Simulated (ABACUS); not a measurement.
ABACUS run on Si2W (I4/mmm, 6 atoms in the cell; from Materials Project mp-1620, changed as shown): self-consistent single point.

Level of theory: LDA (PW92), numerical atomic orbitals DZP (confined pseudo-atomic orbitals with Gaussian additions; energy shift 0.003 Ry), PseudoDojo 0.4 standard norm-conserving LDA (tails mended) pseudopotentials run with ABACUS 3.10.1.

The change in words: lattice scaled by 0.98. Reference geometry (I4/mmm):
```
CELL_PARAMETERS angstrom
      3.27452     0.00000     0.00000
      0.00000     3.27452     0.00000
      0.00000     0.00000     7.94718
ATOMIC_POSITIONS crystal
  Si 0.00000 0.00000 0.33499
  Si 0.50000 0.50000 0.16501
  Si 0.50000 0.50000 0.83499
  Si 0.00000 0.00000 0.66501
  W  0.00000 0.00000 0.00000
  W  0.50000 0.50000 0.50000
```

Reference input (self-consistent single point, DFT, LDA (PW92), numerical atomic orbitals DZP (confined pseudo-atomic orbitals with Gaussian additions; energy shift 0.003 Ry), PseudoDojo 0.4 standard norm-conserving LDA (tails mended) pseudopotentials): basis = DZP numerical atomic orbitals, energy shift 0.003 Ry; KPT = Gamma 12 12 4 0 0 0; basis_type = lcao; dft_functional = PWLDA; ecutwfc = 100 Ry; smearing_method = fd; smearing_sigma = 0.00734986 Ry; potentials = PseudoDojo 0.4 standard norm-conserving LDA (tails mended); symmetry = 1; symmetry_prec = 1e-05; ks_solver = scalapack_gvx; scf_nmax = 100. This run's input differs from it in these lines:

```diff
@@ -31,8 +31,8 @@
 LATTICE_CONSTANT
-6.187954
+6.064195
 
 LATTICE_VECTORS
-   0.9999999270    0.0000000000    0.0000000000
-   0.0000000000    0.9999999270    0.0000000000
-   0.0000000000    0.0000000000    2.4269718042
+   1.0000000634    0.0000000000    0.0000000000
+   0.0000000000    1.0000000634    0.0000000000
+   0.0000000000    0.0000000000    2.4269716351
 
@@ -44,6 +44,6 @@
 4
-   0.0000000000    0.0000000000    0.8130112847
-   0.4999999635    0.4999999635    0.4004746174
-   0.4999999635    0.4999999635    2.0264971868
-   0.0000000000    0.0000000000    1.6139605195
+   0.0000000000    0.0000000000    0.8130112280
+   0.5000000317    0.5000000317    0.4004745895
+   0.5000000317    0.5000000317    2.0264970456
+   0.0000000000    0.0000000000    1.6139604070
 
@@ -53,3 +53,3 @@
    0.0000000000    0.0000000000    0.0000000000
-   0.4999999635    0.4999999635    1.2134859021
+   0.5000000317    0.5000000317    1.2134858175
 # file: KPT
```

Log, with long lists cut:

```
 SELF-CONSISTENT
 -------------------------------------------

                  longest orb rcut (Bohr) = 8.3
   longest nonlocal projector rcut (Bohr) = 2.06
                     search radius (Bohr) = 20.7

                          real space grid = [ 40, 40, 96 ]
                                 init_chg = atomic

 LCAO ALGORITHM --------------- ION=   1  ELEC=   1--------------------------------

 Density error is 0.0554814993808
 E_KohnSham     -337.9411696723      -4597.9254963286
 E_Fermi        1.2303772704         16.7401415676

 LCAO ALGORITHM --------------- ION=   1  ELEC=   2--------------------------------

   [... lines left out ...]

   [... 4 blocks of this kind left out ...]

 LCAO ALGORITHM --------------- ION=   1  ELEC=   7--------------------------------

 Density error is 1.66177424421e-06
 E_KohnSham     -337.9423384445      -4597.9413982893
 E_Fermi        1.2216137971         16.6209083964

 LCAO ALGORITHM --------------- ION=   1  ELEC=   8--------------------------------

 Density error is 8.71097031486e-08
 E_KohnSham     -337.9423384445      -4597.9413982896
 E_KS(sigma->0) -337.9417001959      -4597.9327144723
 E_entropy(-TS) -0.0012764971        -0.0173676344
 E_Fermi        1.2216131828         16.6209000375
 charge density convergence is achieved
 final etot is -4597.9413983 eV
 EFERMI = 16.620900038 eV

 STATE ENERGY(eV) AND OCCUPATIONS    NSPIN == 1
   [... 29 lines left out ...]

 TOTAL-FORCE (eV/Angstrom)
                       Si1         0.0000000000         0.0000000000        -0.0390026109
                       Si2         0.0000000000         0.0000000000         0.0390026110
                       Si3         0.0000000000         0.0000000000        -0.0390026110
                       Si4         0.0000000000         0.0000000000         0.0390026109
                        W1         0.0000000000         0.0000000000         0.0000000000
                        W2         0.0000000000         0.0000000000         0.0000000000

 TOTAL-STRESS (KBAR)
       -41.8350196812         0.0000000000         0.0000000000
         0.0000000000       -41.8350196812         0.0000000000
         0.0000000000         0.0000000000       -18.0723051692
 TOTAL-PRESSURE: -33.914115 KBAR

 --------------------------------------------
 !FINAL_ETOT_IS -4597.9413982895530353 eV
 --------------------------------------------
```

The run converged in 8 iterations. Against the reference run the free energy falls by 50.5 meV/atom and the pressure goes from -15.28 to -3.39 GPa.

The atom-centred basis is finite, which shifts total energies and pressures against plane waves. The structure comes from a collection of computed structures, made at another level of theory; the collection holds predicted forms beside known ones. Its lattice was then scaled.

Cost on one core: roughly 28 core-seconds.

The atomic orbitals were generated for these runs; they are not ABACUS's published sets and were checked against plane waves on a few crystals only.

“Tails mended”: in these copies of the files the far tail of each local potential was reset to the Coulomb form.
